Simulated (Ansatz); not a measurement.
Trial structures of Sc4Ta: starts and ends

Theory: Ansatz, DFT PBE, scalar-relativistic, plane waves, PAW. All cells share a 420 eV cutoff and Γ-centred k meshes spaced at most about 0.3 Å⁻¹ (about 0.25 or finer for metals, 2π included). No spin polarisation in the final relaxations.

Each guess was relaxed in cell and atoms at zero pressure, within the symmetry of its start. Temperature and zero-point effects are left out. Coordination counts all near atoms (those within 1.25 times the shortest distance at each site; a plus sign parts nearer from farther groups; a slash parts the counts of unlike sites).

```
guess    made from  start group  V start (Å³/atom)  end group  V end (Å³/atom)  coordination at the end  gap on mesh (eV)  E over the lowest end (meV/atom)
    1    SnI4 type        P-43m               19.8      P-43m             25.1             Sc 1+3, Ta 4                 0                               196
    2  random cell        Pm-3m               19.1      Pm-3m             23.2          Sc 2/6, Ta 12+8                 0                               493
    3   CrGa4 type        Im-3m               18.5      Im-3m             27.5             Sc 2+6, Ta 8                 0                                 0
    4  random cell       P6/mmm               18.8     P6/mmm             25.3              Sc 8, Ta 12                 0                                88
    5  random cell       P6/mmm               22.2          ?                ?                        ?                 ?                                 ?
```

Guess 5 as it starts:

```cif
data_structure
_symmetry_space_group_name_H-M 'P 1'
_symmetry_Int_Tables_number 1
_cell_length_a 4.7452
_cell_length_b 4.7452
_cell_length_c 5.6933
_cell_angle_alpha 90.000
_cell_angle_beta 90.000
_cell_angle_gamma 120.000
_cell_volume 111.02
loop_
_atom_site_label
_atom_site_type_symbol
_atom_site_fract_x
_atom_site_fract_y
_atom_site_fract_z
_atom_site_occupancy
Sc1 Sc 0.50000 0.00000 0.00000 1
Sc2 Sc 0.00000 0.50000 0.00000 1
Sc3 Sc 0.50000 0.50000 0.00000 1
Sc4 Sc 0.00000 0.00000 0.00000 1
Ta1 Ta 0.00000 0.00000 0.50000 1
```

Task: Fill in the missing row: what does this guess relax into, and where does it rank?

Result: It ends in space group P6/mmm (No. 191), with a = 6.103 Å, c = 4.706 Å, 30.4 Å³/atom and no gap. It lies 0.62 eV/atom over the lowest end, above guess 2 and so the highest of the set. Counting all near atoms, this end has Sc 2/6, Ta 2 and the lowest (guess 3) has Sc 2+6, Ta 8.

```
Sc Ta
1.0
     6.10302    0.00000    0.00000
    -3.05151    5.28537    0.00000
     0.00000    0.00000    4.70574
Sc Ta
4 1
Direct
  0.50000 0.00000 0.00000
  0.00000 0.50000 0.00000
  0.50000 0.50000 0.00000
  0.00000 0.00000 0.00000
  0.00000 0.00000 0.50000
```

The zero of energy is the elements' standard structures at the same level; no fitted shifts are applied.

Task: Is the lowest end bound against the elements?

Result: No: its formation energy is +0.74 eV/atom. The separate elements lie lower, so it is unstable against them.

These runs have no spin–orbit coupling, which can matter for Ta. A magnetic state wasn't ruled out in cells without spin, among them P-43m, P6/mmm at 30.4 Å³/atom. Cells relaxed within their symmetry can be saddle points. A lower structure may well exist outside this small set. Some types were kept out of the candidates beforehand, so the set may lack a known form.
